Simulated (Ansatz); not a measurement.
TaTe:
```
CELL_PARAMETERS angstrom
      1.81503    -5.06150     0.00000
      1.81503     5.06150     0.00000
      0.00000     0.00000     4.73428
ATOMIC_POSITIONS crystal
  Te 0.63629 0.36371 0.25000
  Ta 0.92281 0.07719 0.25000
  Te 0.36371 0.63629 0.75000
  Ta 0.07719 0.92281 0.75000
```

Relaxed with r²SCAN. Special points in fractions of this cell's reciprocal vectors: Γ (0.000, 0.000, 0.000); Y (-0.500, 0.500, 0.000); C0 (-0.282, 0.718, 0.000); Σ0 (0.282, 0.282, 0.000); Z (0.000, 0.000, 0.500); A0 (0.282, 0.282, 0.500); E0 (-0.282, 0.718, 0.500); T (-0.500, 0.500, 0.500); S (0.000, 0.500, 0.000); R (0.000, 0.500, 0.500).

Task: List the band energies nearest the Fermi level at these points for r²SCAN (plane waves, PAW; program Ansatz).

Result: In eV from the Fermi level; about four levels below and three above (degenerate sets whole), none deeper than 8.9 eV; points with the same levels are listed once.

| k | below | above |
|---|---|---|
| Γ | -2.45 -2.44 -2.06 -1.02 | 0.42 1.44 1.68 |
| Y | -1.97 -1.15 -1.11 -0.33 | 1.61 1.97 2.03 |
| C0 | -4.46 -4.14 -1.61 -0.98 | 0.36 0.45 1.03 |
| Z | -3.86 -3.86 -2.04 -2.04 | 0.96 0.96 1.57 1.57 |
| A0 | -3.68 -3.68 -2.44 -2.44 | 0.54 0.54 0.93 0.93 |
| T | -3.40 -3.40 -1.94 -1.94 | 0.67 0.67 0.88 0.88 |
| S | -1.53 -0.21 -0.12 -0.08 | 1.44 1.51 2.12 |
| R | -4.42 -4.42 -2.62 -2.62 | 0.91 0.91 1.58 1.58 |

Space group Cmcm. The start of the workflow was typed in or built on a structure type; neither database checked (COD, Materials Project) lists it. Its standing as an ambient phase is unchecked. The cell was relaxed with r²SCAN under the symmetry of its start; its stability against distortions is not shown here. No spin polarisation was allowed. Spin–orbit coupling is left out wherever it is not named.

Potentials: the earlier of the program's two PAW sets.
